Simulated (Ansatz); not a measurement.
This Ga3B2As5 structure is the end of a relaxation. The cell was found from a structure generator's guess, not taken from experiment.

Computed with DFT PBE, scalar-relativistic, plane waves, PAW (Ansatz). Cutoff 420 eV, Γ-centred mesh, Gaussian smearing, no spin polarisation.

```cif
data_structure
_symmetry_space_group_name_H-M 'P 1'
_symmetry_Int_Tables_number 1
_cell_length_a 14.0170
_cell_length_b 14.0170
_cell_length_c 14.0170
_cell_angle_alpha 164.592
_cell_angle_beta 164.592
_cell_angle_gamma 21.857
_cell_volume 194.39
loop_
_atom_site_label
_atom_site_type_symbol
_atom_site_fract_x
_atom_site_fract_y
_atom_site_fract_z
_atom_site_occupancy
Ga1 Ga 0.69476 0.69476 0.00000 1
Ga2 Ga 0.30524 0.30524 0.00000 1
Ga3 Ga 0.50000 0.50000 0.00000 1
B1 B 0.90271 0.90271 0.00000 1
B2 B 0.09729 0.09729 0.00000 1
As1 As 0.25000 0.75000 0.50000 1
As2 As 0.86134 0.36134 0.50000 1
As3 As 0.44409 0.94409 0.50000 1
As4 As 0.05591 0.55591 0.50000 1
As5 As 0.63866 0.13866 0.50000 1
```

Formation energies are uncorrected and refer to the elements' standard structures at the same level.

Task: Find its symmetry and describe it.

Result: I-4m2 (No. 119), with Ga and B ordered on zinc blende sites. Conventional cell: a = 3.758 Å, c = 27.526 Å. Ga on a site of symmetry 2mm is surrounded by 4 As at 2.42–2.43 Å; Ga on a site of symmetry -4m2 has 4 As at 2.43 Å; B is surrounded by 4 As at 2.20 Å; around As on a site of symmetry -4m2 lie 4 Ga at 2.42 Å; 2 more sites not described.

Task: What is its formation energy per atom?

Result: −0.041 eV/atom. Whether it is stable depends on the other phases of the system, which aren't compared here.

Task: Is it a metal?

Result: No, the gap on the 14×14×14 mesh is 0.49 eV.

The last run used a 14×14×14 mesh for its 10-atom cell and Gaussian smearing of 0.02 eV. Kohn–Sham gaps at this level usually fall short of measured ones. The reference form of As is held partly by dispersion forces, which this level lacks. A later test with randomly moved atoms came back to the same energy, though modes that don't fit the test's cell weren't probed.
